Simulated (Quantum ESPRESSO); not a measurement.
**Solid-state NMR card for GaN**

```yaml
crystal:
  lattice:
    - [3.19720, 0.00000, 0.00000]
    - [-1.59860, 2.76886, 0.00000]
    - [0.00000, 0.00000, 5.20700]
  atoms:
    - { symbol: Ga, position: [0.66667, 0.33333, 0.59160] }
    - { symbol: Ga, position: [0.33333, 0.66667, 0.09160] }
    - { symbol: N, position: [0.66667, 0.33333, 0.96840] }
    - { symbol: N, position: [0.33333, 0.66667, 0.46840] }
```
The cell was made here from an entry of the Crystallography Open Database (unchecked): atoms relaxed with PBE in the measured cell (PBE without dispersion, pw.x of a modified build of Quantum ESPRESSO, symmetry kept).  Stability against distortions was not tested.

Computed: shieldings by PBE GIPAW (Quantum ESPRESSO, JTH PAW datasets), 25 Ha, k-mesh 13×13×7 shifted, f-sum rule met within 0.018 %.

```
site             site symmetry  σ_iso (ppm)  span Ω (ppm)
---------------  -------------  -----------  ------------
Ga (atoms 1, 2)             3m         1350            40
N (atoms 3, 4)              3m          114            10
```

Ω = σ33 − σ11 of the symmetric part; where symmetry doesn't make it nil, it is less certain than σ_iso.

These are absolute shieldings with no macroscopic susceptibility term; δ = σ_ref − σ needs a reference computed alike. By our sweeps, such settings leave a few ppm in absolute σ on light atoms and up to some 20 ppm from Zn on. The structure is static (0 K, no zero-point motion).
